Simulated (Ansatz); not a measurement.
GaRu3C:
```yaml
crystal:
  lattice:
    - [3.99561, 0.00000, 0.00000]
    - [0.00000, 3.99561, 0.00000]
    - [0.00000, 0.00000, 3.99561]
  atoms:
    - { symbol: Ga, position: [0.00000, 0.00000, 0.00000] }
    - { symbol: Ru, position: [0.00000, 0.50000, 0.50000] }
    - { symbol: Ru, position: [0.50000, 0.00000, 0.50000] }
    - { symbol: Ru, position: [0.50000, 0.50000, 0.00000] }
    - { symbol: C, position: [0.50000, 0.50000, 0.50000] }
```

Relaxed with r²SCAN.

**Question.** Map the valence electron density (e/Å³), cut off at 2 on the plane through (0.000, 0.000, 0.000) spanned by u = [1, 0, 0] and v = [0, 1, 1] in lattice vectors, from plane-wave PAW r²SCAN (Ansatz code).

**Answer.** x is the fraction of u, y of v (the angle between them is 90°; rows are the nearest grid lines); atoms in the plane: Ga at (0.00, 0.00), Ru at (0.00, 0.50), C at (0.50, 0.50).
```
|@@@@:.         .:@@@@|
|@@@#:           :#@@@|
|@@@=.           .=@@@|
|::..             ..::|
|..                 ..|
|                     |
|         ...         |
|-:..   ...:...   ..:-|
|@%+:....:---:....:+%@|
|@@@*:.::=+++=::.:*@@@|
|@@@@+--=*###*=--+@@@@|
|@@@@%=-+#%%%#+-=%@@@@|
|@@@@%=-+#%%%#+-=%@@@@|
|@@@@+--=*###*=--+@@@@|
|@@@*:.::=+++=::.:*@@@|
|@%+:....:---:....:+%@|
|-:..   ...:...   ..:-|
|         ...         |
|                     |
|..                 ..|
|::..             ..::|
|@@@=.           .=@@@|
|@@@#:           :#@@@|
|@@@@:.         .:@@@@|
```
Scale: ten equal steps from 0.127 (start of ' ') to 2.00 (end of '@'), in the order ' .:-=+*#%@'; x runs from 0.000 to 1.00, y from 0.000 (bottom) to 1.00 (top).

The density is the valence pseudo-density with augmentation charge, so density and ELF within about 1 Å of a nucleus are not all-electron values.

Space group Pm-3m (anti-perovskite). The start of the workflow was typed in or built on a structure type; neither database checked (COD, Materials Project) lists it. Whether it is the stable phase at ambient conditions was not checked. Symmetry was held in the r²SCAN relaxation; its stability against distortions is not shown here. The run is not spin-polarised.

Potentials: the later of the program's two PAW sets.
